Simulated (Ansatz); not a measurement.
ZrB$_{2}$:
```cif
data_B2Zr
_chemical_formula_sum 'Zr1 B2'
_space_group_name_H-M_alt 'P 1'
_space_group_IT_number 1
_cell_length_a 3.16727
_cell_length_b 3.16727
_cell_length_c 3.55203
_cell_angle_alpha 90.000
_cell_angle_beta 90.000
_cell_angle_gamma 120.000
loop_
_space_group_symop_operation_xyz
  'x, y, z'
loop_
_atom_site_label
_atom_site_type_symbol
_atom_site_fract_x
_atom_site_fract_y
_atom_site_fract_z
_atom_site_occupancy
Zr1 Zr 0.00000 0.00000 0.00000 1
B1 B 0.33333 0.66667 0.50000 1
B2 B 0.66667 0.33333 0.50000 1
```

Relaxed with r²SCAN.

Q: Decompose the optical modes at the zone centre into irreducible representations, and say which are infrared and Raman allowed.

A: Point group 6/mmm: Γ_opt = A2u + B1g + E1u + E2g. Infrared: A2u, E1u. Raman: E2g.

Q: Assign frequencies (DFPT, DFT-r²SCAN in the program Ansatz with PAW potentials).

A: E1u 454, A2u 469, B1g 560, E2g 775 cm⁻¹.

Subscripts of B labels follow the axes of the standard setting.

Space group P6/mmm. The cell was relaxed with r²SCAN under the symmetry of its start. The run is not spin-polarised. As this level gives no gap, phonon frequencies hold no LO–TO term and depend on the k-mesh and smearing (Fermi–Dirac, 0.1 eV here).

Potentials: the earlier of the program's two PAW sets. The files were generated under PBE; for other functionals the program regenerates the frozen cores, and for LDA and PBEsol the local potential too.
